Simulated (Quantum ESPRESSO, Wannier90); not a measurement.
KI (rock salt): Wannier90 run

Materials Project entry mp-22898; symmetrised, unrelaxed at this level. COD (Crystallography Open Database) has the formula in 2 space groups, this one among them (matched by group alone). Computed values, not measurements, from PBEsol: Quantum ESPRESSO (norm-conserving PseudoDojo potentials, cutoff 60 Ry, no spin polarisation, no spin-orbit coupling) on a Γ-centred 8×8×8 mesh, then Wannier90. Density: 8×8×8 mesh, cold smearing 0.01 Ry. Spin-orbit coupling is left out although heavy elements are present.

On the energy scale of pw.x, whose zero is arbitrary, the valence-band maximum lies at 1.23 eV.

Input w.win:

```
num_bands = 11
num_wann = 5
exclude_bands = 1-4
num_iter = 800
conv_tol = 1.0e-6
conv_window = 4
dis_num_iter = 1000
dis_conv_tol = 1.0e-6
dis_froz_max = 5.52
write_hr = true
write_u_matrices = true
begin projections
f=0.00045,0.01033,-0.00953: s
f=0.49573,0.49095,0.50439: s;p
end projections
begin unit_cell_cart
ang
    0.0000000000    3.5424350000    3.5424350000
    3.5424350000    0.0000000000    3.5424350000
    3.5424350000    3.5424350000    0.0000000000
end unit_cell_cart
begin atoms_frac
K    0.0000000000  0.0000000000  0.0000000000
I    0.5000000000  0.5000000000  0.5000000000
end atoms_frac
mp_grid = 8 8 8
begin kpoints
0.0000000000 0.0000000000 0.0000000000
0.0000000000 0.0000000000 0.1250000000
0.0000000000 0.0000000000 0.2500000000
... (509 more lines: the 8x8x8 mesh through Gamma)
end kpoints
```

Input of pw2wannier90.x that gives the overlap and projection files (equivalent; here they were cut from one run over all bands):

```
&inputpp
  outdir = './out'
  prefix = 'pwscf'
  seedname = 'w'
  write_amn = .true.
  write_mmn = .true.
/
```

Output w.wout (banner and timings cut):

```
                                    ------
                                    SYSTEM
                                    ------

                              Lattice Vectors (Ang)
                    a_1     0.000000   3.542435   3.542435
                    a_2     3.542435   0.000000   3.542435
                    a_3     3.542435   3.542435   0.000000

                   Unit Cell Volume:      88.90694  (Ang^3)

                        Reciprocal-Space Vectors (Ang^-1)
                    b_1    -0.886846   0.886846   0.886846
                    b_2     0.886846  -0.886846   0.886846
                    b_3     0.886846   0.886846  -0.886846

 *----------------------------------------------------------------------------*
 |   Site       Fractional Coordinate          Cartesian Coordinate (Ang)     |
 +----------------------------------------------------------------------------+
 | k    1   0.00000   0.00000   0.00000   |    0.00000   0.00000   0.00000    |
 | i    1   0.50000   0.50000   0.50000   |    3.54243   3.54243   3.54243    |
 *----------------------------------------------------------------------------*
                                ------------
                                K-POINT GRID
                                ------------

             Grid size =  8 x  8 x  8      Total points =  512

 *---------------------------------- MAIN ------------------------------------*
 |  Number of Wannier Functions               :                 5             |
 |  Number of Objective Wannier Functions     :                 5             |
 |  Number of input Bloch states              :                11             |
 |  Output verbosity (1=low, 5=high)          :                 1             |
 |  Timing Level (1=low, 5=high)              :                 1             |
 |  Optimisation (0=memory, 3=speed)          :                 3             |
 |  Length Unit                               :               Ang             |
 |  Post-processing setup (write *.nnkp)      :                 F             |
 |  Using Gamma-only branch of algorithms     :                 F             |
 *----------------------------------------------------------------------------*
 *------------------------------- WANNIERISE ---------------------------------*
 |  Total number of iterations                :               800             |
 |  Number of CG steps before reset           :                 5             |
 |  Trial step length for line search         :             2.000             |
 |  Convergence tolerence                     :         0.100E-05             |
 |  Convergence window                        :                 4             |
 |  Iterations between writing output         :                 1             |
 |  Iterations between backing up to disk     :               100             |
 |  Write r^2_nm to file                      :                 F             |
 |  Write xyz WF centres to file              :                 F             |
 |  Write on-site energies <0n|H|0n> to file  :                 F             |
 |  Use guiding centre to control phases      :                 F             |
 |  Use phases for initial projections        :                 F             |
 *----------------------------------------------------------------------------*
 *------------------------------- DISENTANGLE --------------------------------*
 |  Using band disentanglement                :                 T             |
 |  Total number of iterations                :              1000             |
 |  Mixing ratio                              :             0.500             |
 |  Convergence tolerence                     :         1.000E-06             |
 |  Convergence window                        :                 3             |
 *----------------------------------------------------------------------------*
 *-------------------------------- PLOTTING ----------------------------------*
 |  Plotting Hamiltonian in WF basis          :                 T             |
 *----------------------------------------------------------------------------*

 *---------------------------------- K-MESH ----------------------------------*
 +----------------------------------------------------------------------------+
 |                    Distance to Nearest-Neighbour Shells                    |
 |                    ------------------------------------                    |
 |          Shell             Distance (Ang^-1)          Multiplicity         |
 |          -----             -----------------          ------------         |
 |             1                   0.192008                      8            |
 |             2                   0.221711                      6            |
 |             3                   0.313547                     12            |
 |             4                   0.367667                     24            |
 |             5                   0.384015                      8            |
 |             6                   0.443423                      6            |
 |             7                   0.483209                     24            |
 |             8                   0.495762                     24            |
       ... (lines left out)
 +----------------------------------------------------------------------------+
 | The b-vectors are chosen automatically                                     |
 | The following shells are used:                       1                     |
 +----------------------------------------------------------------------------+
 |                        Shell   # Nearest-Neighbours                        |
 |                        -----   --------------------                        |
 |                          1               8                                 |
 +----------------------------------------------------------------------------+
 | Completeness relation is fully satisfied [Eq. (B1), PRB 56, 12847 (1997)]  |
 +----------------------------------------------------------------------------+
 |                  b_k Vectors (Ang^-1) and Weights (Ang^2)                  |
 |                  ----------------------------------------                  |
 |            No.         b_k(x)      b_k(y)      b_k(z)        w_b           |
 |            ---        --------------------------------     --------        |
 |             1         0.110856    0.110856   -0.110856    10.171711        |
 |             2         0.110856   -0.110856    0.110856    10.171711        |
 |             3        -0.110856    0.110856    0.110856    10.171711        |
 |             4         0.110856    0.110856    0.110856    10.171711        |
 |             5        -0.110856   -0.110856    0.110856    10.171711        |
 |             6        -0.110856    0.110856   -0.110856    10.171711        |
 |             7         0.110856   -0.110856   -0.110856    10.171711        |
 |             8        -0.110856   -0.110856   -0.110856    10.171711        |
 +----------------------------------------------------------------------------+
 |                           b_k Directions (Ang^-1)                          |
 |                           -----------------------                          |
 |            No.           x           y           z                         |
 |            ---        --------------------------------                     |
 |             1         0.110856    0.110856   -0.110856                     |
 |             2         0.110856   -0.110856    0.110856                     |
 |             3        -0.110856    0.110856    0.110856                     |
 |             4         0.110856    0.110856    0.110856                     |
 +----------------------------------------------------------------------------+

 Starting a new Wannier90 calculation ...

 Reading overlaps from w.mmn

 Reading projections from w.amn

 *------------------------------- DISENTANGLE --------------------------------*
 +----------------------------------------------------------------------------+
 |                              Energy  Windows                               |
 |                              ---------------                               |
 |                   Outer:   -9.30601  to   11.76456  (eV)                   |
 |                   Inner:   -9.30601  to    5.52000  (eV)                   |
 +----------------------------------------------------------------------------+
   Number of target bands to extract:    5

                   Unitarised projection of Wannier functions
                   ------------------------------------------
   A_mn = <psi_m|g_n> --> S = A.A^+ --> U = S^-1/2.A
   In dis_project... done
   Using an inner window (linner = T)
   In dis_proj_froz... done

                   Extraction of optimally-connected subspace
                   ------------------------------------------
 +---------------------------------------------------------------------+<-- DIS
 |  Iter     Omega_I(i-1)      Omega_I(i)      Delta (frac.)           |<-- DIS
 +---------------------------------------------------------------------+<-- DIS
       1      14.61784932      13.85524672       5.504E-02    <-- DIS
       2      14.16666899      13.68183105       3.544E-02    <-- DIS
       3      13.90160226      13.58785807       2.309E-02    <-- DIS
       4      13.72875820      13.52683423       1.493E-02    <-- DIS
       5      13.61618289      13.48571887       9.674E-03    <-- DIS
       6      13.54233483      13.45751128       6.303E-03    <-- DIS
       ... (lines left out)
      34      13.38644578      13.38645720      -8.529E-07    <-- DIS
      35      13.38638607      13.38639554      -7.073E-07    <-- DIS
      36      13.38633156      13.38633950      -5.925E-07    <-- DIS

             <<<      Delta < 1.000E-06  over  3 iterations     >>>
             <<< Disentanglement convergence criteria satisfied >>>

        Final Omega_I    13.38633950 (Ang^2)

 +----------------------------------------------------------------------------+

 Writing checkpoint file w.chk... done

 *------------------------------- WANNIERISE ---------------------------------*
 +--------------------------------------------------------------------+<-- CONV
 | Iter  Delta Spread     RMS Gradient      Spread (Ang^2)            |<-- CONV
 +--------------------------------------------------------------------+<-- CONV

 ------------------------------------------------------------------------------
 Initial State
  WF centre and spread    1  (  0.003820, -0.028449,  0.037302 )     6.82762428
  WF centre and spread    2  (  3.527119,  3.542700,  3.498775 )     1.82602839
  WF centre and spread    3  (  3.542263,  3.543208,  3.590490 )     2.46752963
  WF centre and spread    4  (  3.558057,  3.543247,  3.541198 )     2.46718172
  WF centre and spread    5  (  3.542266,  3.538270,  3.541187 )     2.46778940
  Sum of centres and spreads ( 14.173525, 14.138976, 14.208952 )    16.05615341

      0     0.161E+02     0.0000000000       16.0561534073  <-- CONV
        O_D=      0.0009984 O_OD=      2.6688155 O_TOT=     16.0561534 <-- SPRD
 ------------------------------------------------------------------------------
      1    -0.204E-01     0.1414315846       16.0357516917  <-- CONV
        O_D=      0.0005755 O_OD=      2.6488367 O_TOT=     16.0357517 <-- SPRD
      2    -0.802E-02     0.0832211616       16.0277315950  <-- CONV
        O_D=      0.0003137 O_OD=      2.6410784 O_TOT=     16.0277316 <-- SPRD
      3    -0.384E-02     0.0544994933       16.0238946166  <-- CONV
        O_D=      0.0002295 O_OD=      2.6373256 O_TOT=     16.0238946 <-- SPRD
      4    -0.214E-02     0.0401153100       16.0217568990  <-- CONV
        O_D=      0.0002131 O_OD=      2.6352043 O_TOT=     16.0217569 <-- SPRD
      5    -0.227E-02     0.0346470171       16.0194865691  <-- CONV
        O_D=      0.0002010 O_OD=      2.6329460 O_TOT=     16.0194866 <-- SPRD
       ... (lines left out)
    100    -0.224E-02     0.0351280943       14.9017664333  <-- CONV
        O_D=      0.0020922 O_OD=      1.5133347 O_TOT=     14.9017664 <-- SPRD
       ... (lines left out)
    200    -0.920E-04     0.0082441390       14.7886588591  <-- CONV
        O_D=      0.0007810 O_OD=      1.4015384 O_TOT=     14.7886589 <-- SPRD
       ... (lines left out)
    275    -0.892E-06     0.0007437527       14.7874840209  <-- CONV
        O_D=      0.0007785 O_OD=      1.4003660 O_TOT=     14.7874840 <-- SPRD
    276    -0.868E-06     0.0011390545       14.7874831525  <-- CONV
        O_D=      0.0007783 O_OD=      1.4003653 O_TOT=     14.7874832 <-- SPRD
    277    -0.950E-06     0.0007373497       14.7874822027  <-- CONV
        O_D=      0.0007780 O_OD=      1.4003647 O_TOT=     14.7874822 <-- SPRD
             <<<     Delta < 1.000E-06  over  4 iterations     >>>
             <<< Wannierisation convergence criteria satisfied >>>
 Final State
  WF centre and spread    1  (  0.004129, -0.028632,  0.038337 )     6.84369569
  WF centre and spread    2  (  3.220919,  3.754223,  3.131151 )     1.98604862
  WF centre and spread    3  (  3.352011,  3.725680,  4.043030 )     1.98559861
  WF centre and spread    4  (  4.076019,  3.711461,  3.470091 )     1.98525322
  WF centre and spread    5  (  3.519473,  2.978235,  3.527360 )     1.98688607
  Sum of centres and spreads ( 14.172552, 14.140967, 14.209969 )    14.78748220

         Spreads (Ang^2)       Omega I      =    13.386339495
        ================       Omega D      =     0.000778033
                               Omega OD     =     1.400364675
    Final Spread (Ang^2)       Omega Total  =    14.787482203
```
